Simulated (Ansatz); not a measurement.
A relaxed structure of TiAl is spoiled in several ways and relaxed again each time (noise and exchanges are one random draw each; squeezed and stretched starts keep its symmetry, which their runs cannot lower; pressure is positive under compression). Level of theory: PBE (plane waves to 420 eV, PAW, scalar-relativistic; Ansatz, a first-principles code).

Space group P4/mmm (No. 123); a = b = 2.8241 Å, c = 4.0706 Å, α = β = γ = 90.00°

```tsv
atom	site	symmetry	x	y	z
Al	1d	4/mmm	0.5000	0.5000	0.5000
Ti	1a	4/mmm	0.0000	0.0000	0.0000
```

| change | first pressure (GPa) | largest first force (eV/Å) | released (eV/atom) | moves | outcome | final group | E − E(parent) (eV/atom) |
|---|---|---|---|---|---|---|---|
| squeezed uniformly to 80 % of its volume | 38.8 | 0.00 | 0.33 | 11 | returns to the parent | P4/mmm | 0.00 |
| with every coordinate shifted by Gaussian noise of σ = 0.1 Å | 3.1 | 1.68 | 0.11 | 7 | returns to the parent | P4/mmm | 0.00 |
| deformed by the Cartesian strain tensor (xx, yy, zz, yz, xz, xy) = (-0.037, -0.165, 0.029, 0.027, -0.114, 0.061) | – | – | [?] | 16 | [?] | [?] | [?] |

Problem. Complete the blanks.

Solution. 
- deformed by the Cartesian strain tensor (xx, yy, zz, yz, xz, xy) = (-0.037, -0.165, 0.029, 0.027, -0.114, 0.061), released (eV/atom): 0.88
- deformed by the Cartesian strain tensor (xx, yy, zz, yz, xz, xy) = (-0.037, -0.165, 0.029, 0.027, -0.114, 0.061), outcome: returns to the parent
- deformed by the Cartesian strain tensor (xx, yy, zz, yz, xz, xy) = (-0.037, -0.165, 0.029, 0.027, -0.114, 0.061), final group: P4/mmm
- deformed by the Cartesian strain tensor (xx, yy, zz, yz, xz, xy) = (-0.037, -0.165, 0.029, 0.027, -0.114, 0.061), E − E(parent) (eV/atom): 0.00

First-step values come from each run's starting, coarser k-mesh (12×12×9, 11×11×8, 12×14×8). The runs use different k-meshes, so differences are rounded accordingly. No spin polarisation in the result.
